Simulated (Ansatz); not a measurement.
ZrNi$_{3}$:
```xyz
8
Lattice="5.2668 0.0000 0.0000 -2.6334 4.5612 0.0000 0.0000 0.0000 4.2697" Properties=species:S:1:pos:R:3 pbc="T T T"
Zr     2.6334     1.5204     3.2023
Zr     0.0000     3.0408     1.0674
Ni     0.0000     1.4165     3.2023
Ni     2.6334     3.1447     1.0674
Ni     4.0401     0.7082     1.0674
Ni    -1.4067     3.8529     3.2023
Ni     1.4067     3.8529     3.2023
Ni     1.2267     0.7082     1.0674
```

Relaxed with r²SCAN. Special points in fractions of this cell's reciprocal vectors: Γ (0.000, 0.000, 0.000); M (0.500, 0.000, 0.000); K (0.333, 0.333, 0.000); A (0.000, 0.000, 0.500); L (0.500, 0.000, 0.500); H (0.333, 0.333, 0.500).

Problem. List the band energies nearest the Fermi level at these points for r²SCAN in the plane-wave PAW code Ansatz.

Solution. In eV from the Fermi level; about four levels below and three above (degenerate sets whole), none deeper than 8.9 eV; points with the same levels are listed once.

| k | below | above |
|---|---|---|
| Γ | -0.88 -0.63 -0.52 -0.50 | 0.30 0.84 0.84 |
| M | -1.34 -0.96 -0.73 -0.58 | 0.92 0.93 1.12 |
| K | -1.10 -1.10 -0.84 -0.59 | 0.59 0.59 1.28 |
| A | -0.76 -0.76 -0.76 -0.76 -0.56 -0.56 | 0.95 0.95 0.95 0.95 0.95 0.95 |
| L | -1.09 -1.09 -0.62 -0.62 | 0.19 0.19 0.61 0.61 |
| H | -0.63 -0.63 -0.04 -0.04 | 1.04 1.04 1.59 1.59 |

Space group P6_3/mmc. The first step of the workflow began from a Materials Project structure, measured or hypothetical; the Crystallography Open Database files this formula in space group No. 194, but the cells were not matched. Whether it is the stable phase at ambient conditions was not checked. The cell was relaxed with r²SCAN under the symmetry of its start; its stability against distortions is not shown here. No spin polarisation was allowed. Scalar-relativistic: spin–orbit coupling is off unless named, which matters more the heavier the elements.

Potentials: the later of the program's two PAW sets.
